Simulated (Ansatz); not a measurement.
LiTaO₃ (LiNbO3 type, space group R3c)

```yaml
crystal:
  lattice:
    - [2.56994, 1.48376, 4.59035]
    - [-2.56994, 1.48376, 4.59035]
    - [0.00000, -2.96752, 4.59035]
  atoms:
    - { symbol: Li, position: [0.70525, 0.70525, 0.70525] }
    - { symbol: Li, position: [0.20525, 0.20525, 0.20525] }
    - { symbol: Ta, position: [0.98836, 0.98836, 0.98836] }
    - { symbol: Ta, position: [0.48836, 0.48836, 0.48836] }
    - { symbol: O, position: [0.62303, 0.87045, 0.26262] }
    - { symbol: O, position: [0.87045, 0.26262, 0.62303] }
    - { symbol: O, position: [0.26262, 0.62303, 0.87045] }
    - { symbol: O, position: [0.76262, 0.37045, 0.12303] }
    - { symbol: O, position: [0.37045, 0.12303, 0.76262] }
    - { symbol: O, position: [0.12303, 0.76262, 0.37045] }
```

The slice is a (-1 1 0 4) plane (indices of the conventional cell) through the point (0.123, 0.763, 0.370) (fractional), spanned by u = [1 0 -1] and v = [1 -1 1] in vectors of this cell: u (5.14 Å) and v (7.50 Å, at 90° to u). It covers one period; positions are fractions (u, v).

All values below come from PBEsol (plane waves to 420 eV, PAW, scalar-relativistic; Ansatz, a quantum-chemistry and plane-wave program). k mesh 8×8×8. These are valence fields of a PAW run, semicore shells included where kept as valence: close to a nucleus they are smooth pseudo fields. LiTaO3 is run without spin polarisation. LiTaO3 was relaxed with its symmetry unable to fall. Spin-orbit coupling is left out, though Ta is heavy.

### Question
Around which element is the density of the lowest conduction band (whole band as if filled, smooth part) largest on this plane?

### Answer
Ta. Mean over a disc round each atom, of radius 0.45 times the shortest bond: Ta 0.087, O 0.011 e/Å³.

### Question
Around which element is the density of the highest valence band (whole band, smooth part) largest on this plane?

### Answer
O. Mean over a disc round each atom, of radius 0.45 times the shortest bond: O 0.041, Ta 0.003 e/Å³.

### Question
Predict the map of the density of the highest valence band (whole band, smooth part) on the slice.

### Answer
```
v \ u   0.00   0.11   0.21   0.32   0.42   0.53   0.63   0.74   0.84   0.95
-----  -----  -----  -----  -----  -----  -----  -----  -----  -----  -----
0.96   0.021  0.069  0.006  0.001  0.002  0.002  0.001  0.003  0.026  0.066
0.86   0.002  0.002  0.001  0.001  0.005  0.008  0.004  0.001  0.001  0.001
0.75   0.003  0.004  0.004  0.003  0.007  0.006  0.005  0.008  0.006  0.003
0.64   0.001  0.002  0.002  0.002  0.001  0.001  0.003  0.007  0.004  0.001
0.54   0.002  0.033  0.041  0.092  0.020  0.002  0.001  0.001  0.001  0.000
0.43   0.001  0.017  0.032  0.026  0.009  0.002  0.002  0.004  0.003  0.001
0.32   0.001  0.004  0.002  0.001  0.002  0.003  0.005  0.010  0.006  0.001
0.21   0.002  0.004  0.004  0.002  0.007  0.009  0.004  0.004  0.004  0.002
0.11   0.007  0.007  0.002  0.001  0.003  0.004  0.002  0.001  0.004  0.009
0.00   0.002  0.091  0.008  0.000  0.001  0.001  0.000  0.004  0.036  0.099
```

Values: density of the highest valence band (whole band, smooth part) in e/Å³.
